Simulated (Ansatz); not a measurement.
Al2Pt (fluorite or antifluorite type, Fm-3m), plane-wave PAW PBE (Ansatz code), all energies at zero smearing, with the estimated change up to a 700 eV cutoff added, with one set of potentials and settings (totals compare only within such a set). Cell of 3 atoms (1 Pt, 2 Al): -13600.672 eV.

| element | reference phase | E (eV/atom) |
|---|---|---|
| Pt | Fm-3m, 1 atoms in the cell | -12523.0127 |
| Al | Fm-3m, 1 atoms in the cell | -537.5049 |

Formation energy per atom, worked out: (-13600.672 − 1×(-12523.0127) − 2×(-537.5049))/3 = -0.883 eV/atom (-85 kJ per mol of atoms), at 0 K, without zero-point energy or fitted corrections.

The PBE relaxation kept the symmetry of its start; phonons on a q-mesh show no instability. No spin polarisation was allowed. The references are the lowest solids computed at this level, not always the standard phases. Spin–orbit coupling is left out wherever it is not named.

Potentials: the later of the program's two PAW sets.
